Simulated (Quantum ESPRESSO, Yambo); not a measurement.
RbOH (space group Cmc2_1, No. 36): one geometry, one set of PBEsol (Quantum ESPRESSO, PseudoDojo norm-conserving, 84 Ry, with spin-orbit coupling) orbitals, self-energies from Yambo (4×4×2 Γ-centred k mesh, 200 bands and a 6 Ry block in the screening, 200 bands in G with the Bruneval-Gonze terminator, plasmon pole fitted at 27.2 eV).

```
level                                                        gap Γ → Γ (eV)
-----------------------------------------------------------  --------------
PBEsol (Quantum ESPRESSO)                                              3.58
exchange only (Hartree-Fock self-energy on PBEsol orbitals)             [?]
static COHSEX@PBEsol                                                   6.79
G0W0@PBEsol, plasmon pole                                               [?]
```

Some entries are withheld; supply them.


- exchange only (Hartree-Fock self-energy on PBEsol orbitals), gap Γ → Γ (eV): 13.61
- G0W0@PBEsol, plasmon pole, gap Γ → Γ (eV): 5.88

Bare exchange has no screening and gives the widest gap; static COHSEX screens it but leaves out the frequency dependence, which G0W0 restores.

Convergence of the G0W0 settings was not tested.

Geometry of the Materials Project entry, not relaxed at this level; primitive cell a = 5.774 Å, b = 5.774 Å, c = 4.203 Å, α = 90.00°, β = 90.00°, γ = 138.22°.

The structure is a Materials Project entry; no match was found in the copy of COD used, and its stability was not checked.
